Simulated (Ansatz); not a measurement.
PbS:
```xyz
2
Lattice="2.0871 1.2050 3.4071 -2.0871 1.2050 3.4071 0.0000 -2.4100 3.4071" Properties=species:S:1:pos:R:3 pbc="T T T"
Pb     0.0000     0.0000     5.1107
S      0.0000     0.0000     0.0000
```

Relaxed with PBEsol. PBEsol in the plane-wave PAW code Ansatz gives a gap of 0.19 eV.

Question: What gap does HSE06 give on the same cell (Ansatz, PAW)?

Answer: 0.72 eV, 0.53 eV more. The hybrid was solved on a coarser mesh and at special points; its gap is the smallest among all of these.

```json
[
 {"k": "Γ", "v1 PBEsol": "-2.27", "c1 PBEsol": "5.19", "v1 HSE06": "___", "c1 HSE06": "___"},
 {"k": "T", "v1 PBEsol": "0.00", "c1 PBEsol": "0.19", "v1 HSE06": "0.00", "c1 HSE06": "0.72"},
 {"k": "F", "v1 PBEsol": "-3.58", "c1 PBEsol": "3.62", "v1 HSE06": "___", "c1 HSE06": "___"},
 {"k": "S0", "v1 PBEsol": "-2.59", "c1 PBEsol": "3.23", "v1 HSE06": "___", "c1 HSE06": "___"},
 {"k": "H0", "v1 PBEsol": "-1.07", "c1 PBEsol": "2.08", "v1 HSE06": "___", "c1 HSE06": "___"}
]
```

Question: Top valence (v1) and lowest conduction level (c1) in eV from each method's valence maximum (which need not be a listed point): supply the withheld HSE06 values.

Answer: 
- Γ, v1 HSE06: -2.67
- Γ, c1 HSE06: 6.05
- H0, v1 HSE06: -1.29
- H0, c1 HSE06: 2.70
- S0, v1 HSE06: -2.86
- S0, c1 HSE06: 3.90
- F, v1 HSE06: -4.08
- F, c1 HSE06: 4.26

Cost on shared cores: the PBEsol run (SCF on a 8×8×8 mesh, then bands and DOS) about 20 core-seconds (a rough figure), the HSE06 run (SCF on 6×6×6, then a few points) roughly 2.9 core-minutes; the tasks are unlike.

Space group Fm-3m (rock salt). The PBEsol relaxation kept the symmetry of its start. Point labels and valley counts follow the cell and symmetry of the run, lower than the named group. Spin–orbit coupling is left out wherever it is not named.

Potentials: the later of the program's two PAW sets.
